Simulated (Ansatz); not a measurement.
Mixing Gd and Sc in the structure of BaGd2NiO5

All numbers are calculated (PBEsol+U (Gd 6 eV, Ni 6.2 eV), collinear spin, no spin-orbit coupling; Ansatz, PAW set soft_2, 420 eV, k-mesh 4×4×2), not measured.

End member BaGd2NiO5, relaxed:

```cif
data_structure
_symmetry_space_group_name_H-M 'Immm'
_symmetry_Int_Tables_number 71
_cell_length_a 3.7842
_cell_length_b 5.7784
_cell_length_c 11.4411
_cell_angle_alpha 90.000
_cell_angle_beta 90.000
_cell_angle_gamma 90.000
_cell_volume 250.18
loop_
_atom_site_label
_atom_site_type_symbol
_atom_site_symmetry_multiplicity
_atom_site_Wyckoff_symbol
_atom_site_fract_x
_atom_site_fract_y
_atom_site_fract_z
_atom_site_occupancy
Ba1 Ba 2 a 0.00000 0.00000 0.00000 1
Gd1 Gd 4 j 0.00000 0.50000 0.20328 1
Ni1 Ni 2 c 0.50000 0.50000 0.00000 1
O1 O 8 l 0.00000 0.75858 0.35280 1
O2 O 2 d 0.00000 0.50000 0.00000 1
```

The end members, relaxed in this structure: Gd: 13.90 Å³ an atom, gap 1.80 eV; Sc: 12.02 Å³ an atom, gap 1.87 eV. The 4 Gd sites of a small cell are then shared in one or more ways, and cell and atoms relax.

```csv
sites taken,mixing energy (meV a mixed site),volume (Å³ an atom),volume over the mean of the ends (%),gap (eV),gap over the mean of the ends (eV),moment (μB)
"2 Gd, 2 Sc",53,13.04,0.6,2.14,0.31,18.0
"3 Gd, 1 Sc",20,13.59,1.2,2.36,0.54,25.0
"1 Gd, 3 Sc",33,12.62,1.0,2.27,0.42,11.0
```

Every mixed cell lies above the end members, so without entropy the two would rather stay apart in this structure. As a regular solution, energy = Ω x (1 − x), this gives Ω of 107 to 210 meV a site; such a solution mixes fully above Ω/2k, here about 960 K, by these few small cells.

One relaxed mixed cell (Ba2Gd3ScNi2O10):

```
mixed
1.0
    -1.8853   -2.8750   -5.6395
    -1.8876   -2.8751    5.6403
    -3.7704    5.7485    0.0007
Ba Gd Sc Ni O
2 3 1 2 10
Direct
  0.4928 0.4950 0.5097
  0.0003 0.0041 0.9919
  0.0432 0.4515 0.7533
  0.5424 0.9507 0.2554
  0.9534 0.5429 0.2468
  0.4457 0.0322 0.7704
  0.0194 0.0008 0.4864
  0.5108 0.5051 0.9978
  0.2420 0.9726 0.3370
  0.7897 0.5216 0.8901
  0.0733 0.7487 0.6222
  0.5402 0.2192 0.0933
  0.6970 0.0489 0.6358
  0.2275 0.5149 0.1152
  0.9695 0.2601 0.3842
  0.4766 0.7712 0.8822
  0.7249 0.7266 0.2816
  0.2606 0.2369 0.7491
```

Caveats: open f or d shells may hold a state above the lowest; a small cell repeats its arrangement periodically, so this isn't a truly random crystal; the end members kept the symmetry of the structure while the mixed cells were free to distort, which can lower these; an end member made by putting another element on the site need not exist, and other phases weren't compared; gaps are taken on the k mesh.
